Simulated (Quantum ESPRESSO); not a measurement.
# Si7C: input and log of a self-consistent run

Simulated, not a measurement. The program is pw.x of Quantum ESPRESSO 7.5 (plane-wave density functional theory). The cell is made up: 8 atoms on a zincblende/diamond lattice, with randomly drawn elements, strain and displacements, not relaxed. PseudoDojo standard norm-conserving files (v0.5 for PBE, v0.4.1 for LDA and PBEsol) set the functional; there is no spin polarisation, spin-orbit coupling or dispersion term, and the masses in the input are unused placeholders.

Input:

```
&control calculation='scf', pseudo_dir='./dojo.nc.sr.pbe.v0_5.standard.upf', outdir='./o', disk_io='medium', tprnfor=.true., tstress=.true. /
&system ibrav=0, nat=8, ntyp=2, nbnd=26, ecutwfc=82.02448710, nosym=.true., tot_charge=0,
 occupations='smearing', smearing='fd', degauss=0.0073498644
/
&electrons conv_thr=7.350e-09, electron_maxstep=60, /
ATOMIC_SPECIES
C 1.0 C.upf
Si 1.0 Si.upf
CELL_PARAMETERS angstrom
5.4381 0.1153 0.087
0.1175 5.5905 0.003
0.087 0.0042 5.5148
ATOMIC_POSITIONS angstrom
Si 0.0934 0.0082 -0.0899
Si 0.0885 2.7417 2.7724
Si 2.7197 0.0547 2.6754
Si 2.8843 2.812 0.0392
Si 1.3947 1.3475 1.2905
C 1.5668 4.3355 4.2065
Si 4.2896 1.5171 4.4539
Si 4.2203 4.2423 1.4198
K_POINTS automatic
6 6 6 1 1 1
```

The log is shortened where brackets say so; the opening notice, blank lines, dates and the lines on written files are dropped, and the path of the files is cut. It prints rydbergs, bohrs and kilobars, and counts compression as positive stress.

```
     Program PWSCF v.7.5
     Parallel version (MPI & OpenMP), running on       1 processor cores
     Number of MPI processes:                 1
     Threads/MPI process:                     1
     [start-up lines left out]
     bravais-lattice index     =            0
     lattice parameter (alat)  =      10.2801  a.u.
     unit-cell volume          =    1130.6312 (a.u.)^3
     number of atoms/cell      =            8
     number of atomic types    =            2
     number of electrons       =        32.00
     number of Kohn-Sham states=           26
     kinetic-energy cutoff     =      82.0245  Ry
     charge density cutoff     =     328.0979  Ry
     scf convergence threshold =      7.3E-09
     mixing beta               =       0.7000
     number of iterations used =            8  plain     mixing
     Exchange-correlation= PBE
                           (   1   4   3   4   0   0   0)
     [axes and pseudopotential details left out]
   Cartesian axes
     site n.     atom                  positions (alat units)
         1        Si     tau(   1) = (   0.0171691   0.0015073  -0.0165257  )
         2        Si     tau(   2) = (   0.0162683   0.5039873   0.5096307  )
         3        Si     tau(   3) = (   0.4999432   0.0100551   0.4917999  )
         4        Si     tau(   4) = (   0.5302005   0.5169101   0.0072059  )
         5        Si     tau(   5) = (   0.2563778   0.2477014   0.2372235  )
         6        C      tau(   6) = (   0.2880138   0.7969643   0.7732511  )
         7        Si     tau(   7) = (   0.7885268   0.2788778   0.8187289  )
         8        Si     tau(   8) = (   0.7757879   0.7798320   0.2609918  )
     number of k points=   108  Fermi-Dirac smearing, width (Ry)=  0.0073
     Number of k-points >= 100: set verbosity='high' to print them.
     Dense  grid:   113487 G-vectors     FFT dimensions: (  60,  64,  64)
     Estimated max dynamical RAM per process >     127.75 MB
     Initial potential from superposition of free atoms
     starting charge      31.9957, renormalised to      32.0000
     Starting wfcs are   32 randomized atomic wfcs
     total cpu time spent up to now is       33.0 secs
     per-process dynamical memory:   102.8 Mb
     Self-consistent Calculation
     iteration #  1     ecut=    82.02 Ry     beta= 0.70
     Davidson diagonalization with overlap
     ethr =  1.00E-02,  avg # of iterations =  3.8
     total cpu time spent up to now is      124.1 secs
     total energy              =     -70.78996531 Ry
     estimated scf accuracy    <       0.38012307 Ry
     iteration #  2     ecut=    82.02 Ry     beta= 0.70
     Davidson diagonalization with overlap
     ethr =  1.19E-03,  avg # of iterations =  4.7
     total cpu time spent up to now is      214.9 secs
     total energy              =     -70.72418419 Ry
     estimated scf accuracy    <       1.15106340 Ry
     iteration #  3     ecut=    82.02 Ry     beta= 0.70
     Davidson diagonalization with overlap
     ethr =  1.19E-03,  avg # of iterations =  2.2
     total cpu time spent up to now is      297.8 secs
     total energy              =     -70.92076027 Ry
     estimated scf accuracy    <       0.02616008 Ry
     iteration #  4     ecut=    82.02 Ry     beta= 0.70
     Davidson diagonalization with overlap
     ethr =  8.18E-05,  avg # of iterations =  6.6
     total cpu time spent up to now is      397.3 secs
     total energy              =     -70.92750037 Ry
     estimated scf accuracy    <       0.00656531 Ry
     iteration #  5     ecut=    82.02 Ry     beta= 0.70
     Davidson diagonalization with overlap
     ethr =  2.05E-05,  avg # of iterations =  5.6
     total cpu time spent up to now is      479.4 secs
     total energy              =     -70.92823407 Ry
     estimated scf accuracy    <       0.00125441 Ry
     iteration #  6     ecut=    82.02 Ry     beta= 0.70
     Davidson diagonalization with overlap
     ethr =  3.92E-06,  avg # of iterations =  5.1
     total cpu time spent up to now is      560.3 secs
     total energy              =     -70.92838521 Ry
     estimated scf accuracy    <       0.00012582 Ry
     iteration #  7     ecut=    82.02 Ry     beta= 0.70
     Davidson diagonalization with overlap
     ethr =  3.93E-07,  avg # of iterations =  2.2
     total cpu time spent up to now is      621.7 secs
     total energy              =     -70.92841883 Ry
     estimated scf accuracy    <       0.00000751 Ry
     iteration #  8     ecut=    82.02 Ry     beta= 0.70
     Davidson diagonalization with overlap
     ethr =  2.35E-08,  avg # of iterations =  3.1
     total cpu time spent up to now is      706.3 secs
     total energy              =     -70.92841971 Ry
     estimated scf accuracy    <       0.00000345 Ry
     iteration #  9     ecut=    82.02 Ry     beta= 0.70
     Davidson diagonalization with overlap
     ethr =  1.08E-08,  avg # of iterations =  1.1
     total cpu time spent up to now is      787.3 secs
     total energy              =     -70.92841989 Ry
     estimated scf accuracy    <       0.00000047 Ry
     iteration # 10     ecut=    82.02 Ry     beta= 0.70
     Davidson diagonalization with overlap
     ethr =  1.46E-09,  avg # of iterations =  2.2
     total cpu time spent up to now is      879.2 secs
     End of self-consistent calculation
     Number of k-points >= 100: set verbosity='high' to print the bands.
     the Fermi energy is     5.1100 ev
!    total energy              =     -70.92842000 Ry
     estimated scf accuracy    <          5.2E-09 Ry
     smearing contrib. (-TS)   =      -0.00166787 Ry
     internal energy E=F+TS    =     -70.92675213 Ry
     The total energy is F=E-TS. E is the sum of the following terms:
     one-electron contribution =      13.28930467 Ry
     hartree contribution      =       6.65282205 Ry
     xc contribution           =     -25.16016540 Ry
     ewald contribution        =     -65.70871344 Ry
     convergence has been achieved in  10 iterations
     Forces acting on atoms (cartesian axes, Ry/au):
     atom    1 type  2   force =     0.06620717   -0.12608448   -0.00023558
     atom    2 type  2   force =     0.03662684    0.03363903    0.03412437
     atom    3 type  2   force =    -0.00599217   -0.03289801    0.10639355
     atom    4 type  2   force =    -0.11031915    0.10126715    0.02235749
     atom    5 type  2   force =     0.00774183    0.04402931    0.01961794
     atom    6 type  1   force =     0.00218336   -0.00191911   -0.02066869
     atom    7 type  2   force =    -0.01013861   -0.02325867   -0.15764963
     atom    8 type  2   force =     0.01369072    0.00522478   -0.00393944
     Total force =     0.296357     Total SCF correction =     0.000064
     Computing stress (Cartesian axis) and pressure
          total   stress  (Ry/bohr**3)                   (kbar)     P=      -69.14
  -0.00034773  -0.00036073  -0.00001594          -51.15      -53.06       -2.34
  -0.00036073  -0.00052783   0.00005935          -53.06      -77.65        8.73
  -0.00001594   0.00005935  -0.00053439           -2.34        8.73      -78.61
     init_run     :     30.65s CPU     32.94s WALL (       1 calls)
     electrons    :    802.61s CPU    846.23s WALL (       1 calls)
     forces       :     16.42s CPU     16.64s WALL (       1 calls)
     stress       :     66.90s CPU     67.16s WALL (       1 calls)
     [timing details left out]
     PWSCF        :  15m17.13s CPU  16m 5.07s WALL
     JOB DONE.
```

In other units: free energy -965.030 eV for the cell, pressure -6.91 GPa, largest force component 4.053 eV/Å. A rerun of this cell at 1347 eV and a 8 x 8 x 8 mesh moved values by no more than 0.003 eV in energy, 0.02 GPa in stress and 0.006 eV/Å in force.